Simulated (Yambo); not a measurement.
**Bethe-Salpeter results for CaTiO$_{3}$**

```xyz
10
Lattice="-2.6857 2.6857 3.8961 2.6857 -2.6857 3.8961 2.6857 2.6857 -3.8961" Properties=species:S:1:pos:R:3 pbc="T T T"
O     -1.0276     1.6582     3.8961
O      3.7133     1.0276     0.0000
O      1.0276     1.6582     0.0000
O      1.6582     1.0276     3.8961
O      0.0000     0.0000     5.8442
O      0.0000     0.0000     1.9481
Ca     2.6857     0.0000     1.9481
Ca     0.0000     2.6857     1.9481
Ti     0.0000     0.0000     3.8961
Ti     0.0000     0.0000     0.0000
```

The geometry is that of Materials Project entry mp-3442, symmetrised and not relaxed again.

BSE in Yambo on LDA (Quantum ESPRESSO, PseudoDojo norm-conserving, 84 Ry, scalar-relativistic) bands: 6×6×6 mesh, 11 valence and 6 conduction bands, static screening with 81 bands and a 3 Ry block, scissor 1.73 eV, Tamm-Dancoff; field along x.

```json
[
 {"state": "1", "energy (eV)": "3.65", "states within 2 meV": "1", "relative strength": "< 0.01", "class": "dark", "main transitions": "VB → CB (82 %)"},
 {"state": "2", "energy (eV)": "3.66", "states within 2 meV": "1", "relative strength": "< 0.01", "class": "dark", "main transitions": "VB → CB (87 %)"},
 {"state": "3", "energy (eV)": "3.81", "states within 2 meV": "2", "relative strength": "< 0.01", "class": "dark", "main transitions": "VB → CB (99 %)"},
 {"state": "4", "energy (eV)": "3.83", "states within 2 meV": "2", "relative strength": "< 0.01", "class": "dark", "main transitions": "VB → CB (93 %)"},
 {"state": "5", "energy (eV)": "3.85", "states within 2 meV": "2", "relative strength": "< 0.01", "class": "weak", "main transitions": "VB → CB (99 %)"},
 {"state": "6", "energy (eV)": "3.86", "states within 2 meV": "1", "relative strength": "< 0.01", "class": "dark", "main transitions": "several band pairs"}
]
```

These are vertical excitations (zero momentum). The direct quasiparticle gap on this mesh is 4.03 eV; counted from there, state 1 is bound by 0.37 eV. On a 4×4×4 mesh the same difference is 0.43 eV, so it isn't converged.

Spin singlets only. Strengths are relative to the strongest of the lowest states of this run; strong means a line over 3 % of the spectrum's maximum, dark under 0.03 %. Absolute energies carry the error of the G0W0 scissor, whose convergence isn't established; the long-wavelength screening was taken along (1,1,1) although the crystal is anisotropic.

This is not the ordinary phase of the substance.
